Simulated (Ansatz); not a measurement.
Relaxed-ion elastic tensor of Mg (9R (Sm type), space group No. 166) in GPa (Voigt order), the program Ansatz at the PBEsol level (PAW); density 1.79 g/cm³, 22.55 Å³ per atom.

```
67.2  24.0  20.0   0.8   0.0   0.0
24.0  67.2  20.0  -0.8   0.0   0.0
20.0  20.0  72.6   0.0   0.0   0.0
 0.8  -0.8   0.0  19.6   0.0   0.0
 0.0   0.0   0.0   0.0  19.6   0.8
 0.0   0.0   0.0   0.0   0.8  21.6
```

### Question
Is the crystal mechanically stable?

### Answer
Yes: the smallest eigenvalue of C is 19.3 GPa.

### Question
Work out the Voigt, Reuss and Hill averages.

### Answer
K_V = 37.2, K_R = 37.2, K_H = 37.2; G_V = 21.7, G_R = 21.4, G_H = 21.6 GPa.

### Question
Give Young's modulus, Poisson's ratio, Pugh's ratio and the universal anisotropy index.

### Answer
E = 9KG/(3K + G) = 54.2 GPa; ν = 0.26; K/G = 1.73 (near the Pugh limit of 1.75, no verdict); A_U = 5G_V/G_R + K_V/K_R − 6 = 0.06.

### Question
Estimate the sound speeds and the Debye temperature.

### Answer
v_l = √((K + 4G/3)/ρ) = 6070 m/s, v_t = √(G/ρ) = 3470 m/s, mean 3860 m/s; Θ = (h/k)(3n/4πV)^(1/3) v_m = 406 K.

### Question
How much does each axis shrink under pressure?

### Answer
Linear compressibilities β_i = Σ_j S_ij (j = 1 to 3): x 9.0, y 9.0, z 8.8 per TPa.

Space group R-3m (9R (Sm type)). The workflow started from a Materials Project entry (that database holds measured and hypothetical structures alike); the Crystallography Open Database copy checked does not list it. It is not the phase usual at ambient conditions (space group No. 194). Symmetry was held in the PBEsol relaxation; of distortions, only those at the zone centre were tested. As this level gives no gap, shear constants depend on the k-mesh and smearing (Fermi–Dirac, 0.1 eV here).

Potentials: the later of the program's two PAW sets.
